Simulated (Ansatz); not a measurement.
KMgF3:
```xyz
5
Lattice="3.9085 0.0000 0.0000 0.0000 3.9085 0.0000 0.0000 0.0000 3.9085" Properties=species:S:1:pos:R:3 pbc="T T T"
K      1.9542     1.9542     1.9542
Mg     0.0000     0.0000     0.0000
F      1.9542     0.0000     0.0000
F      0.0000     1.9542     0.0000
F      0.0000     0.0000     1.9542
```

Relaxed with LDA. Special points in fractions of this cell's reciprocal vectors: Γ (0.000, 0.000, 0.000); X (0.000, 0.500, 0.000); M (0.500, 0.500, 0.000); R (0.500, 0.500, 0.500).

List the band energies nearest the valence-band maximum at these points for DFT-LDA in the program Ansatz with PAW potentials.

In eV from the valence-band maximum; about four levels below and three above (degenerate sets whole), none deeper than 8.9 eV; points with the same levels are listed once.

| k | below | above |
|---|---|---|
| Γ | -0.70 -0.70 -0.70 -0.32 -0.32 -0.32 | 7.44 9.88 9.88 |
| X | -0.95 -0.95 -0.58 -0.58 | 10.18 10.76 11.03 |
| M | -1.19 -1.19 -0.96 -0.96 -0.03 | 11.05 11.73 12.85 12.85 |
| R | -1.19 -1.19 0.00 0.00 0.00 | 10.44 10.44 10.44 |

Space group Pm-3m (cubic perovskite). Symmetry was held in the LDA relaxation; phonons on a q-mesh show no instability.

Potentials: the later of the program's two PAW sets.
